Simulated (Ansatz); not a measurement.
Zr (simple hexagonal type), DFT, LDA, PAW with Ansatz's default frozen-core files, scalar-relativistic (Ansatz 0.2.0), on 1 thread of Intel(R) Xeon(R) 6975P-C (Granite Rapids) (shared host).

Command: `ansatz run input.yaml --threads 1 --pin off --max-ram 3584MiB --backend cpu --events-out ev --progress --plain --runs-dir out`

```yaml
crystal:
  lattice:
    - [2.9005846918, 0.0, 0.0]
    - [-1.4502923459, 2.5119800289, 0.0]
    - [0.0, 0.0, 2.7265496103]
  atoms:
    - { symbol: Zr, position: [0.0, 0.0, 0.0] }
kpoints:
  mp_grid: { grid: [15, 15, 14] }
scf:
  occupations: { method: fermi_dirac, width: 0.1 }
hamiltonian:
  xc: lda
  pseudopotentials: { kind: paw }
output:
  forces: true
  stress: true
  eigenvalues: true
relax:
  f_tol: 0.005
  max_steps: 40
  cell: { p_target: 15.0, stress_tol: 0.03 }
```

Problem. How large is the problem that the program sets up?

Solution. 216 irreducible k-points, 405 plane waves at Γ, 10 bands.

Problem. About how long does it take?

Solution. 9.1 s of wall time for 29 SCF iterations over 5 geometries. Times on shared machines scatter by tens of per cent.
